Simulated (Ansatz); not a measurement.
# Al₁₂W: computed property card

Al₁₂W:
```cif
data_Al24W2
_chemical_formula_sum 'Al24 W2'
_space_group_name_H-M_alt 'Im-3'
_space_group_IT_number 204
_space_group_name_Hall '-I 2 2 3'
_cell_length_a 7.53819
_cell_length_b 7.53819
_cell_length_c 7.53819
_cell_angle_alpha 90.000
_cell_angle_beta 90.000
_cell_angle_gamma 90.000
loop_
_atom_site_label
_atom_site_type_symbol
_atom_site_symmetry_multiplicity
_atom_site_Wyckoff_symbol
_atom_site_fract_x
_atom_site_fract_y
_atom_site_fract_z
_atom_site_occupancy
Al1 Al 24 g 0.00000 0.18569 0.30872 1
W1 W 2 a 0.00000 0.00000 0.00000 1
```
(The calculation used a cell of 13 atoms; values per cell refer to that cell.)

Space group Im-3 (No. 204); conventional cell a = b = c = 7.5382 Å, α = β = γ = 90.00°.

Method: DFT-PBEsol in the program Ansatz with PAW potentials. Structure relaxed to zero pressure with the same functional. Other levels are named where they apply.

**Cell and energy**

```json
{
  "volume_per_atom": "16.48 Å³",
  "density": "3.94 g/cm³",
  "Formation energy from the elements (no fitted shifts)": "-6.4 kJ/mol of atoms"
}
```

**Electronic structure**

```json
{
 "electronic_character": "metallic (no gap)",
 "Density of states at the Fermi level": "0.28 states/eV per atom (mean over ±0.08 eV)",
 "Gap with spin–orbit coupling": "none (metallic)"
}
```

**Mechanics**

```json
{
  "Bulk modulus (Birch–Murnaghan fit)": "96.0 GPa",
  "Pressure derivative B′": "4.7",
  "Elastic constants (relaxed ions, GPa)": "C11 = 180, C12 = 55.6, C44 = 59.8",
  "mechanical_stability": "stable (all eigenvalues of C positive)",
  "hill_bulk_and_shear_moduli": "97.0 and 60.7 GPa",
  "Young's modulus": "151 GPa",
  "Poisson's ratio": "0.24",
  "debye_temperature_from_the_elastic_constants": "510 K"
}
```

**Phonons**

```json
{
  "highest_zone_centre_frequency": "378 cm⁻¹",
  "zone_centre_stability": "no imaginary mode at Γ"
}
```

The first step of the workflow began from a Materials Project structure, measured or hypothetical; the Crystallography Open Database copy checked does not list it. Whether it is the stable phase at ambient conditions was not checked. The cell was relaxed with PBEsol under the symmetry of its start. The run is not spin-polarised. As this level gives no gap, shear constants depend on the k-mesh and smearing (Fermi–Dirac, 0.1 eV here). As this level gives no gap, phonon frequencies hold no LO–TO term and depend on the k-mesh and smearing (Fermi–Dirac, 0.1 eV here). The references are the lowest solids computed at this level, not always the standard phases. Spin–orbit coupling is left out wherever it is not named.

Potentials: the later of the program's two PAW sets.
